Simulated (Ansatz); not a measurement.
Consider the following.

Mn₃SnN:
```cif
data_Mn3NSn
_chemical_formula_sum 'Sn1 Mn3 N1'
_space_group_name_H-M_alt 'P 1'
_space_group_IT_number 1
_cell_length_a 4.10214
_cell_length_b 4.10214
_cell_length_c 4.10214
_cell_angle_alpha 90.000
_cell_angle_beta 90.000
_cell_angle_gamma 90.000
loop_
_space_group_symop_operation_xyz
  'x, y, z'
loop_
_atom_site_label
_atom_site_type_symbol
_atom_site_fract_x
_atom_site_fract_y
_atom_site_fract_z
_atom_site_occupancy
Sn1 Sn 0.00000 0.00000 0.00000 1
Mn1 Mn 0.00000 0.50000 0.50000 1
Mn2 Mn 0.50000 0.00000 0.50000 1
Mn3 Mn 0.50000 0.50000 0.00000 1
N1 N 0.50000 0.50000 0.50000 1
```
The run is spin-polarised, in the one order tried: ferromagnetic.

This is the r²SCAN-relaxed structure.

### Question
All from plane-wave PAW r²SCAN (Ansatz code), unless another level is named. Estimate the net moment.

### Answer
2.10 μB per atom.

### Question
Predict the Bader charges.

### Answer
Sn -0.59, Mn +0.76, N -1.68 e.

Space group Pm-3m (anti-perovskite). The workflow started from an entry of the Crystallography Open Database (COD). Its standing as an ambient phase is unchecked. Symmetry was held in the r²SCAN relaxation; whether a distortion lowers the energy is not shown. The final state is ferromagnetic, the only order run, not a proven ground state. The program gave a warning on the electronic state, which may not be the lowest. No Hubbard U is applied. For itinerant 3d metals, meta-GGAs of the SCAN family and hybrids are commonly reported to give too large moments. Spin–orbit coupling is left out wherever it is not named.

Potentials: the later of the program's two PAW sets.
